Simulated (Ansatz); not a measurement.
Ansatz (an electronic-structure program) input:

Ansatz 0.2 input:
```yaml
crystal:
  lattice:
    - [3.1959447294, 0.0, 0.0]
    - [0.0, 3.1959447294, 0.0]
    - [0.0, 0.0, 3.1959447294]
  atoms:
    - { symbol: Ta, position: [0.0, 0.0, 0.0] }
    - { symbol: Al, position: [0.5, 0.5, 0.5] }
kpoints:
  mp_grid: { grid: [13, 13, 13] }
hamiltonian:
  xc: pbesol
  pseudopotentials: { kind: paw }
scf:
  occupations: { method: fermi_dirac, width: 0.1 }
phonons:
  method: dfpt
  response_accuracy: low
  eigenvectors: true
  rigid_motions: translations
```

Output (shortened):

```
Pseudopotential: Ta, paw, valence charge 13
Pseudopotential: Al, paw, valence charge 3
Functional definition: PBEsol
Crystal: 2 atoms, lattice volume = 32.644 Å³
Basis set: ecut = 420 eV, 619 PW (Γ), exchange–correlation on 48×48×48 points (8 copies of the dense FFT grid, shifted against one another)
Bands: 12, of which v1, the nominal top of the filled ones, is band 8 counted from 1 (7 counted from 0)
Symmetry: 48 space group operations
k-points: 196 of 2197 (irreducible under 8 space group operations, time reversal used)
SCF iter   1: F=—  HF=-10330.903418 eV  |F-HF|=—  |Δ(HF+E_count)|=         —  Δρ=9.11e-3  dr2=5.53e-2  ethr=1.77e-3  ⟨swp⟩=5.2  Hψ=13626  notcnv=0
preconditioner: auto → none
SCF iter   2: F=—  HF=-10330.889603 eV  |F-HF|=—  |Δ(HF+E_count)|=   1.38e-2  Δρ=4.76e-3  dr2=1.48e-2  ethr=3.46e-4  ⟨swp⟩=1.0  Hψ=3920  notcnv=0
SCF iter   3: F=—  HF=-10330.884431 eV  |F-HF|=—  |Δ(HF+E_count)|=   5.17e-3  Δρ=3.13e-4  dr2=4.00e-5  ethr=9.27e-5  ⟨swp⟩=2.0  Hψ=3138  notcnv=0
SCF iter   4: F=—  HF=-10330.884417 eV  |F-HF|=—  |Δ(HF+E_count)|=   1.36e-5  Δρ=1.18e-4  dr2=7.05e-6  ethr=2.50e-7  ⟨swp⟩=2.3  Hψ=3425  notcnv=0
SCF iter   5: F=—  HF=-10330.884414 eV  |F-HF|=—  |Δ(HF+E_count)|=   2.99e-6  Δρ=1.61e-5  dr2=1.01e-7  ethr=4.40e-8  ⟨swp⟩=2.6  Hψ=3903  notcnv=0
SCF iter   6: F=—  HF=-10330.884415 eV  |F-HF|=—  |Δ(HF+E_count)|=   7.71e-7  Δρ=1.40e-6  dr2=6.12e-10  ethr=6.29e-10  ⟨swp⟩=2.1  Hψ=3270  notcnv=0
SCF iter   7: F=-10330.884415 eV  HF=-10330.884415 eV  |F-HF|=1.82e-12  |Δ(HF+E_count)|=  1.46e-10  Δρ=6.07e-8  dr2=6.32e-13  ethr=1.00e-12  ⟨swp⟩=4.5  Hψ=11770  notcnv=0
SCF 1 converged in 7 iterations: F = -10330.884415 eV  dr2 = 6.32e-13
DFPT response loops at Γ: preconditioner auto → Kerker (q_TF=auto, 2.423 Å⁻¹) (partly filled bands, converged f_vac=0.000) …
SCF converged after 7 iterations
Free energy (F): -10330.884415 eV
Harris-Foulkes:  -10330.884415 eV  (|F-HF|=1.82e-12)
Internal energy: -10330.822849 eV  (E = F + TS)
E sigma→0 (E₀):  -10330.853632 eV
Entropy (-TS):   -0.061566 eV (-30.783 meV/atom)
Fermi energy:    14.506737 eV
--- Per-component energies (eV) ---
  E_band       = -135.617159
  E_kinetic    = 390.869774
  E_local      = -771.900919  (includes V_loc(G=0)·N_el)
  E_nonlocal   = 28.186568
  E_hartree    = 284.996479
  E_xc         = -256.946416
  E_vxc        = -233.675622  (∫ρ·V_xc dr)
  E_paw        = -8727.594873  (= ΣΔE_a)
  E_vpaw       = -119.090074  (= ΣTr[D̂ρ^β])
  E_aug_tail   = 0.000132  (compensation charges beyond the density's cutoff)
  E_ewald      = -1278.666380
  E_core_change = 0.232785  (= ΣΔE_core)
  E_smearing   = -0.061566  (= −TS)
  E_closure    =  0.000000  (closes the sum)
  Σ components = -10330.884415   (vs F -10330.884415, Δ=0.00e0)
  [band-id]    e_kinetic+e_local+e_nonlocal+2·e_hartree+e_vxc+e_vpaw+e_augmentation_tail = -135.617182   (vs E_band -135.617159, Δ=-2.24e-5)
--- Band table (eV; the first three rows and the last of 196) ---
  k-point 0: bands = ["-53.1924", "-19.6092", "-19.6092", "-19.6092", "4.3578", "11.8697", "11.8697", "17.1350", "17.1350", "17.1350", "18.7830", "18.7830"]
  k-point 1: bands = ["-53.1917", "-19.6272", "-19.6077", "-19.6077", "4.4690", "11.8752", "11.9209", "16.7104", "16.7104", "17.1601", "18.4528", "19.2578"]
  k-point 2: bands = ["-53.1898", "-19.6769", "-19.6034", "-19.6034", "4.7961", "11.8173", "12.0689", "15.9855", "15.9855", "17.2309", "17.8492", "20.1362"]
  k-point 195: bands = ["-53.1568", "-19.8353", "-19.8348", "-19.8348", "10.1309", "10.3045", "10.3045", "14.9007", "17.3502", "17.4864", "17.4864", "19.7615"]
--- Phonons (Γ-DFPT): 2 representative perturbations + reference, on 196 of 2197 k-points (Σ response iterations 6) ---
  ASR residual: 6.673e-4 → 0.000e0 eV/Å²; symmetrization residual: 6.819e-6 eV/Å²
  ASR residual per site (eV/Å²): 6.67e-4 5.90e-6
  Γ frequencies (cm⁻¹): 0.00 0.00 0.00 295.85 295.85 295.85
  non-analytic LO–TO correction: not included (Born effective charges unavailable; polar crystals: no LO–TO splitting at Γ)
```

Cost: about 25 core-seconds (a rough figure) on shared cores.

Space group Pm-3m (CsCl type). The start of the workflow was typed in or built on a structure type; neither database checked (COD, Materials Project) lists it. Whether it is the stable phase at ambient conditions was not checked. The cell was relaxed with PBEsol under the symmetry of its start. At this level the phase is mechanically unstable. No spin polarisation was allowed. As this level gives no gap, phonon frequencies hold no LO–TO term and depend on the k-mesh and smearing (Fermi–Dirac, 0.1 eV here). Spin–orbit coupling is left out wherever it is not named.

Potentials: the later of the program's two PAW sets.

Ansatz is a plane-wave DFT program.
